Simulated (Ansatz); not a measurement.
**Rb2BaS2: rattling a relaxed structure**

The cell was found from a structure generator's guess, not taken from experiment.

Theory: DFT PBE, scalar-relativistic, plane waves, PAW (Ansatz). Settings: cutoff 420 eV, Γ-centred mesh 6×6×4 on the computed 5-atom cell, Gaussian smearing of 0.02 eV; no spin polarisation.

The cell below (5 atoms, space group P-3m1 (No. 164)) is relaxed within its symmetry.

```
Rb Ba S
1.0
     4.93751    0.00000    0.00000
    -2.46876    4.27601    0.00000
     0.00000    0.00000    8.62440
Rb Ba S
2 1 2
Direct
  0.66667 0.33333 0.36042
  0.33333 0.66667 0.63958
  0.00000 0.00000 0.00000
  0.66667 0.33333 0.80207
  0.33333 0.66667 0.19793
```

For the test a repeat of it with 10 atoms (edges 4.94, 8.55, 8.62 Å) was strained at random (σ = 1.5 % a component), the atoms were moved at random (σ = 0.15 Å), and all was relaxed again on a coarse 4×2×2 mesh (in the run’s order of axes) with 0.10 eV smearing, with no symmetry imposed.

Question: Does it come back?

Answer: It returns, within 1 meV/atom of the unmoved cell on that mesh and with the same symmetry when read at 0.1 Å (P2_1/m at 0.01 Å, so small strains and shifts remain). So it is stable against the distortions that fit this cell and that this random move excites. Modes that don't fit the cell aren't tested.
